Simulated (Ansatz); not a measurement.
Equation of state of Ba₂ZnBi₂

A database entry relaxed whole under r2SCAN (Ibam):

```
Ba Zn Bi
1.0
    -3.67648    7.23818    3.57499
     3.67648   -7.23818    3.57499
     3.67648    7.23818   -3.57499
Ba Zn Bi
4 2 4
Direct
  0.36501 0.29193 0.65694
  0.63499 0.70807 0.34306
  0.86501 0.20807 0.07309
  0.13499 0.79193 0.92691
  0.25000 0.75000 0.50000
  0.75000 0.25000 0.50000
  0.11239 0.29179 0.40419
  0.88761 0.70821 0.59581
  0.61239 0.20821 0.82060
  0.38761 0.79179 0.17940
```

The cell was scaled uniformly, its shape held, and the atoms relaxed at each volume with plane-wave PAW DFT (Ansatz 0.2.0; r2SCAN, 500 eV, 6×6×6 Γ-centred mesh, fermi-dirac occupations of width 0.020 eV; no spin, no spin-orbit coupling). One row is withheld.

```csv
volume (Å³/atom),energy over the lowest (meV/atom),pressure (GPa)
35.770,14.7,2.20
36.532,6.3,1.38
37.293,1.5,0.65
38.054,0.0,0.00
38.815,1.4,-0.59
39.576,?,?
40.337,11.8,-1.56
```

Problem. Fit the pressures of the other rows to the third-order Birch-Murnaghan form.

Solution. With f = [(V₀/V)^(2/3) − 1]/2 and P = 3B₀f(1 + 2f)^(5/2)[1 + 3(B₀′ − 4)f/2], least squares gives V₀ = 38.05 Å³ an atom, B₀ = 30.7 GPa and B₀′ = 4.9; the rows miss the fit by less than 0.01 GPa. The slope of the energies differs from these pressures by less than 0.05 GPa.

Problem. What does the withheld row hold?

Solution. The fit gives -1.10 GPa at 39.576 Å³; the run gave -1.10 GPa and 5.5 meV an atom.

Caveats: the shape of the cell was held, so B₀ is an upper bound where the axes differ in stiffness; 0 K, fixed nuclei; the symmetry was kept, and this need not be the phase that is stable at 0 K; one mesh for all volumes; pressure is positive in compression.
